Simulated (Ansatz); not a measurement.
AlN (wurtzite)

```
CELL_PARAMETERS angstrom
      6.21311     0.00000     0.00000
     -1.55328     2.69036     0.00000
      0.00000     0.00000     4.97805
ATOMIC_POSITIONS crystal
  Al 0.16667 0.66667 0.99658
  Al 0.66667 0.66667 0.99658
  Al 0.33333 0.33333 0.49658
  Al 0.83333 0.33333 0.49658
  N  0.16667 0.66667 0.37822
  N  0.66667 0.66667 0.37822
  N  0.33333 0.33333 0.87822
  N  0.83333 0.33333 0.87822
```

The atoms are displaced by Q × the pattern below (from a DFPT mode at M = (0.5, 0.0, 0.0), largest move 1; Q in Å), at fixed cell. (q is in reciprocal vectors of the primitive cell; the cell shown is doubled to hold the pattern.)

```
atom       x       y       z
----  ------  ------  ------
Al1   -0.212  -0.123  -0.150
Al2    0.212   0.123   0.150
Al3    0.212   0.123  -0.150
Al4   -0.212  -0.123   0.150
N5     0.859   0.496   0.123
N6    -0.859  -0.496  -0.123
N7    -0.859  -0.496   0.123
N8     0.859   0.496  -0.123
```

Level of theory: r2SCAN (plane waves to 500 eV, PAW, scalar-relativistic; Ansatz, an electronic-structure program). k mesh 6×12×7 (Γ-centred), Fermi-Dirac smearing 0.05 eV. AlN was relaxed with its symmetry unable to fall. The PAW data are Ansatz's earlier set. 

```csv
Q (Å),−dE/dQ from forces (eV/Å)
-0.180,25.454
-0.150,20.729
-0.120,16.272
-0.090,12.025
-0.060,7.932
-0.030,3.941
0.000,0.000
0.030,-3.941
0.060,-7.932
0.090,-12.025
0.120,-16.272
0.150,-20.729
0.180,-25.454
```

Task: What harmonic wavenumber does the curvature at Q = 0 give?

Result: 741 cm⁻¹. E″ = 131.09 eV/Å², M = Σ mᵢ|uᵢ|² = 64.9 u, ν̃ = 521.5·√(|E″|/M).

(A displaced cell: forces are minus the slopes of the energy, force constants its curvatures, and phonons follow from these.)
